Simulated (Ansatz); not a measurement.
# CoGe: computed property card

CoGe:
```yaml
crystal:
  lattice:
    - [5.76365, 1.85647, 0.00000]
    - [-5.76365, 1.85647, 0.00000]
    - [-0.80925, 0.00000, 4.79385]
  atoms:
    - { symbol: Co, position: [0.00000, 0.00000, 0.00000] }
    - { symbol: Co, position: [0.00000, 0.00000, 0.50000] }
    - { symbol: Co, position: [0.80287, 0.19713, 0.67327] }
    - { symbol: Co, position: [0.19713, 0.80287, 0.32673] }
    - { symbol: Ge, position: [0.81671, 0.18329, 0.18104] }
    - { symbol: Ge, position: [0.18329, 0.81671, 0.81896] }
    - { symbol: Ge, position: [0.57001, 0.42999, 0.28174] }
    - { symbol: Ge, position: [0.42999, 0.57001, 0.71826] }
```

Space group C2/m (No. 12); conventional cell a = 11.527 Å, b = 3.713 Å, c = 4.862 Å, α = γ = 90.00°, β = 99.58°.

Method: the program Ansatz at the PBEsol level (PAW). Structure relaxed to zero pressure with the same functional. Other levels are named where they apply.

Cell and energy:

```yaml
volume_per_atom: 12.82 Å³
density: 8.52 g/cm³
Formation energy from the elements (no fitted shifts): -0.29 eV/atom
```

Electronic structure:

```yaml
electronic_character: metallic (no gap)
Density of states at the Fermi level: 0.55 states/eV per atom (mean over ±0.08 eV)
```

Mechanics:

```yaml
Bulk modulus (Birch–Murnaghan fit): 168 GPa
Pressure derivative B′: 4.6
```

Phonons:

```yaml
highest_zone_centre_frequency: 359 cm^-1
zone_centre_stability: no imaginary mode at Γ
```

The first step of the workflow began from a Materials Project structure, measured or hypothetical; the Crystallography Open Database copy checked does not list it. Its standing as an ambient phase is unchecked. The cell was relaxed with PBEsol under the symmetry of its start. The run is not spin-polarised. As this level gives no gap, phonon frequencies hold no LO–TO term and depend on the k-mesh and smearing (Fermi–Dirac, 0.1 eV here). The references are the lowest solids computed at this level, not always the standard phases. Scalar-relativistic: spin–orbit coupling is off unless named, which matters more the heavier the elements.

Potentials: the later of the program's two PAW sets.
